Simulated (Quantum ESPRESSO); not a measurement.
```
BP
1.0
    3.17991     0.00000     0.00000
   -1.58996     2.75388     0.00000
    0.00000     0.00000     5.27414
B P
2 2
Direct
  0.66667   0.33333   0.50043
  0.33333   0.66667   0.00043
  0.66667   0.33333   0.87457
  0.33333   0.66667   0.37457
```

Cell and atoms were relaxed with PBEsol from Materials Project entry mp-1008559, within its symmetry.

Problem. What does norm-conserving PBEsol (Quantum ESPRESSO, 76 Ry, scalar-relativistic) give for the electronic structure near the Fermi level?

Solution. The PBEsol gap is indirect, 0.83 eV, from Γ to K; the smallest direct gap is 2.69 eV. 

This is not the ordinary phase of the substance; no match was found in the copy of COD used, and its stability was not checked.
